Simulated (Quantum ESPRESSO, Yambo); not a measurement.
VAg3O4 (space group I-42m, No. 121): one geometry, one set of PBEsol (Quantum ESPRESSO, PseudoDojo norm-conserving, 84 Ry, scalar-relativistic) orbitals, self-energies from Yambo (4×4×4 Γ-centred k mesh, bands 14 to 155 and a 6 Ry block in the screening, 155 bands in G with the Bruneval-Gonze terminator, plasmon pole fitted at 27.2 eV).

```json
[
 {"level": "PBEsol (Quantum ESPRESSO)", "gap (0.25, -0.25, 0.25) → Γ (eV)": "0.40", "direct gap at Γ (eV)": "0.65"},
 {"level": "exchange only (Hartree-Fock self-energy on PBEsol orbitals)", "gap (0.25, -0.25, 0.25) → Γ (eV)": "9.78", "direct gap at Γ (eV)": "10.34"},
 {"level": "static COHSEX@PBEsol", "gap (0.25, -0.25, 0.25) → Γ (eV)": "___", "direct gap at Γ (eV)": "___"},
 {"level": "G0W0@PBEsol, plasmon pole", "gap (0.25, -0.25, 0.25) → Γ (eV)": "___", "direct gap at Γ (eV)": "___"}
]
```

Complete the blanks.


- static COHSEX@PBEsol, gap (0.25, -0.25, 0.25) → Γ (eV): 1.58
- static COHSEX@PBEsol, direct gap at Γ (eV): 1.95
- G0W0@PBEsol, plasmon pole, gap (0.25, -0.25, 0.25) → Γ (eV): 1.39
- G0W0@PBEsol, plasmon pole, direct gap at Γ (eV): 1.74

Bare exchange has no screening and gives the widest gap; static COHSEX screens it but leaves out the frequency dependence, which G0W0 restores.

Convergence of the G0W0 settings was not tested.

Spin-orbit coupling is not included.

Geometry of the Materials Project entry, not relaxed at this level; primitive cell a = b = c = 6.021 Å, α = β = 131.34°, γ = 71.27°.

The runs are not spin-polarised; magnetic order was not tried.
